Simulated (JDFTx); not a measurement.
An input for a modified build of JDFTx (Zr(1 0 -1 0), linear PCM (GLSSA13), water, 1 M NaF; bohr, hartree) and the course of its log:

```
lattice \
  6.1212571767 0.0000000000 0.0000000000 \
  0.0000000000 9.7740792563 0.0000000000 \
  0.0000000000 0.0000000000 47.9990435655
coords-type Lattice
ion Zr 0.5000000000 0.7500000000 -0.1788211512 0
ion Zr 0.0000000000 0.2500000000 -0.1458528407 0
ion Zr 0.0000000000 0.7500000000 -0.0736287480 0
ion Zr 0.5000000000 0.2500000000 -0.0368143740 0
ion Zr 0.5000000000 0.7500000000 0.0368143740 0
ion Zr 0.0000000000 0.2500000000 0.0736287480 0
ion Zr 0.0000000000 0.7500000000 0.1458528407 0
ion Zr 0.5000000000 0.2500000000 0.1788211512 0
ion-species pseudo/zr_pbe_v1.upf
elec-cutoff 20 100
elec-ex-corr gga-PBE
coulomb-interaction Slab 001
coulomb-truncation-embed 0 0 0
kpoint-folding 6 4 1
elec-smearing Fermi 0.01
elec-n-bands 63
target-mu -0.038219
electronic-scf nIterations 100 energyDiffThreshold 1e-07
fluid LinearPCM
pcm-variant GLSSA13
fluid-solvent H2O
fluid-cation Na+ 1
fluid-anion F- 1
fluid-minimize nIterations 400 knormThreshold 1e-12
wavefunction read f0.wfns
elec-initial-eigenvals f0.eigenvals
elec-initial-fillings read f0.fillings
fluid-initial-state f0.fluidState
dump-name f0_u0.$VAR
dump End State Ecomponents EigStats BandEigs Forces ElecDensity IonicPositions Fillings Kpoints Dtot FluidDebug BoundCharge FluidDensity
```

```
[one cycle in 5 is shown, and the last three; fluid-solver lines are left out]
	FillingsUpdate:  mu: -0.038219000  nElectrons: 107.966567
SCF: Cycle:  0   G: -334.594123147188157   dG: +3.934e+01   |Residual|: 3.718e-01   |deigs|: 7.249e-07
	FillingsUpdate:  mu: -0.038219000  nElectrons: 96.528279
SCF: Cycle:  5   G: -373.929210872349927   dG: -4.472e-02   |Residual|: 2.380e-02   |deigs|: 2.212e-03
	FillingsUpdate:  mu: -0.038219000  nElectrons: 96.065476
SCF: Cycle: 10   G: -373.877930572599894   dG: +4.562e-02   |Residual|: 1.515e-02   |deigs|: 2.336e-03
	FillingsUpdate:  mu: -0.038219000  nElectrons: 97.572268
SCF: Cycle: 15   G: -373.649613915150098   dG: +2.177e-01   |Residual|: 3.360e-02   |deigs|: 1.622e-03
	FillingsUpdate:  mu: -0.038219000  nElectrons: 95.113627
SCF: Cycle: 20   G: -373.426238077640733   dG: -2.458e+00   |Residual|: 4.184e-02   |deigs|: 6.631e-03
	FillingsUpdate:  mu: -0.038219000  nElectrons: 95.238066
SCF: Cycle: 25   G: -373.414662499659244   dG: +4.784e-01   |Residual|: 4.261e-02   |deigs|: 3.255e-03
	FillingsUpdate:  mu: -0.038219000  nElectrons: 95.202848
SCF: Cycle: 30   G: -373.333381259830674   dG: -3.760e-01   |Residual|: 4.576e-02   |deigs|: 1.426e-03
	FillingsUpdate:  mu: -0.038219000  nElectrons: 94.529677
SCF: Cycle: 35   G: -372.843766607020484   dG: +8.453e-01   |Residual|: 6.045e-02   |deigs|: 9.827e-03
	FillingsUpdate:  mu: -0.038219000  nElectrons: 92.815866
SCF: Cycle: 40   G: -370.496781464275898   dG: +1.340e+00   |Residual|: 1.104e-01   |deigs|: 3.009e-03
	FillingsUpdate:  mu: -0.038219000  nElectrons: 91.334740
SCF: Cycle: 45   G: -365.928268109982127   dG: +4.442e+00   |Residual|: 1.656e-01   |deigs|: 5.719e-03
	FillingsUpdate:  mu: -0.038219000  nElectrons: 93.838621
SCF: Cycle: 50   G: -371.778577625696414   dG: +1.741e+00   |Residual|: 8.575e-02   |deigs|: 5.321e-03
	FillingsUpdate:  mu: -0.038219000  nElectrons: 94.637190
SCF: Cycle: 55   G: -372.973148568163595   dG: +6.989e-02   |Residual|: 5.744e-02   |deigs|: 2.564e-04
	FillingsUpdate:  mu: -0.038219000  nElectrons: 94.496761
SCF: Cycle: 60   G: -372.938270227584439   dG: +2.479e-01   |Residual|: 5.897e-02   |deigs|: 9.057e-04
	FillingsUpdate:  mu: -0.038219000  nElectrons: 93.525069
SCF: Cycle: 65   G: -371.253013963759258   dG: +1.533e+00   |Residual|: 9.604e-02   |deigs|: 3.598e-03
	FillingsUpdate:  mu: -0.038219000  nElectrons: 95.900820
SCF: Cycle: 70   G: -373.869147156745044   dG: -1.110e-02   |Residual|: 1.552e-02   |deigs|: 3.216e-04
	FillingsUpdate:  mu: -0.038219000  nElectrons: 96.326568
SCF: Cycle: 75   G: -373.931789518688561   dG: -1.293e-02   |Residual|: 6.143e-03   |deigs|: 3.365e-04
	FillingsUpdate:  mu: -0.038219000  nElectrons: 96.205056
SCF: Cycle: 80   G: -373.910937581091673   dG: -1.885e-01   |Residual|: 1.068e-02   |deigs|: 1.953e-03
	FillingsUpdate:  mu: -0.038219000  nElectrons: 96.378693
SCF: Cycle: 85   G: -373.932406796544001   dG: +5.877e-03   |Residual|: 6.439e-03   |deigs|: 5.527e-04
	FillingsUpdate:  mu: -0.038219000  nElectrons: 95.964653
SCF: Cycle: 90   G: -373.819293918624112   dG: -1.159e-03   |Residual|: 2.121e-02   |deigs|: 1.557e-03
	FillingsUpdate:  mu: -0.038219000  nElectrons: 96.281162
SCF: Cycle: 95   G: -373.923164024266100   dG: -1.033e-01   |Residual|: 8.046e-03   |deigs|: 2.602e-03
	FillingsUpdate:  mu: -0.038219000  nElectrons: 93.934690
SCF: Cycle: 97   G: -371.816509753450646   dG: +1.592e+00   |Residual|: 8.528e-02   |deigs|: 4.577e-03
	FillingsUpdate:  mu: -0.038219000  nElectrons: 95.212430
SCF: Cycle: 98   G: -373.389137602422124   dG: -1.573e+00   |Residual|: 4.383e-02   |deigs|: 4.426e-03
	FillingsUpdate:  mu: -0.038219000  nElectrons: 96.391537
SCF: Cycle: 99   G: -373.936002954562241   dG: -5.469e-01   |Residual|: 3.564e-03   |deigs|: 4.378e-03
SCF: None of the convergence criteria satisfied after 100 iterations.
IonicMinimize: Iter:   0  G: -373.936002954562241  |grad|_K:  0.000e+00
IonicMinimize: Converged (|grad|_K<1.000000e-04).
```

This run gave no converged result. The electronic loop ended without meeting its threshold, so the last energy, electron count and forces aren't results.
